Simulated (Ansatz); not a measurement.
Polymorphs of PtSe$_{2}$, each relaxed with plane-wave PAW HSE06 (Ansatz code):

A: fluorite or antifluorite type (Fm-3m)
a = 6.2188 Å, b = 6.2188 Å, c = 6.2188 Å, α = 90.00°, β = 90.00°, γ = 90.00°

| atom | site | symmetry | x | y | z |
|---|---|---|---|---|---|
| Pt | 4a | m-3m | 0.0000 | 0.0000 | 0.0000 |
| Se | 8c | -43m | 0.2500 | 0.2500 | 0.2500 |

B: rutile (P4_2/mnm)
a = 5.664 Å, b = 5.664 Å, c = 4.003 Å, α = 90.00°, β = 90.00°, γ = 90.00°

```csv
atom,site,symmetry,x,y,z
Pt,2a,m.mm,0.0000,0.0000,0.0000
Se,4f,m.2m,0.3114,0.3114,0.0000
```

Task: Order them by energy per atom at 0 K (lowest first) at the level HSE06.

Result: B (+0 meV/atom), A (+251 meV/atom)

Constructed cells (a structure type filled with these elements, in neither database checked): A; B. All cells were relaxed under the symmetry of their starts (and spin orders); stability against distortions was not tested throughout. Rows with no word on spin ran without spin polarisation. Spin–orbit coupling is left out wherever it is not named.

Potentials: the later of the program's two PAW sets.
